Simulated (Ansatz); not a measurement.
HfSeS:
```
CELL_PARAMETERS angstrom
      3.61230     0.00000     0.00000
     -1.80615     3.12835     0.00000
      0.00000     0.00000     5.84600
ATOMIC_POSITIONS crystal
  Hf 0.00000 0.00000 0.98724
  Se 0.33333 0.66667 0.26379
  S  0.66667 0.33333 0.74896
```

Relaxed with LDA. Special points in fractions of this cell's reciprocal vectors: Γ (0.000, 0.000, 0.000); M (0.500, 0.000, 0.000); K (0.333, 0.333, 0.000); A (0.000, 0.000, 0.500); L (0.500, 0.000, 0.500); H (0.333, 0.333, 0.500).

### Question
List the band energies nearest the valence-band maximum at these points for plane-wave PAW LDA (Ansatz code).

### Answer
In eV from the valence-band maximum; about four levels below and three above (degenerate sets whole), none deeper than 8.9 eV; points with the same levels are listed once.

| k | below | above |
|---|---|---|
| Γ | -3.14 -3.14 -0.11 0.00 0.00 | 1.39 1.39 1.81 |
| M | -3.18 -2.92 -2.54 -1.48 | 0.50 3.48 3.61 |
| K | -3.87 -2.89 -2.47 -2.07 | 2.08 2.94 3.39 |
| A | -3.08 -3.08 -2.56 -0.22 -0.22 | 1.34 1.34 2.20 |
| L | -3.12 -2.92 -1.16 -1.10 | 0.30 3.48 3.61 |
| H | -4.23 -2.89 -2.22 -2.21 | 2.24 2.52 2.61 |

Space group P3m1. The workflow started from a Materials Project entry (that database holds measured and hypothetical structures alike); the Crystallography Open Database copy checked does not list it. With Se and S taken as one species the cell has the higher symmetry P-3m1, so it may be an ordered model of a mixed-site phase. Its standing as an ambient phase is unchecked. The LDA relaxation kept the symmetry of its start; whether a distortion lowers the energy is not shown. No spin polarisation was allowed. A crystal of weakly bound layers computed without a dispersion correction: the cell and the soft elastic constants depend strongly on that. Scalar-relativistic: spin–orbit coupling is off unless named, which matters more the heavier the elements.

Potentials: the later of the program's two PAW sets.
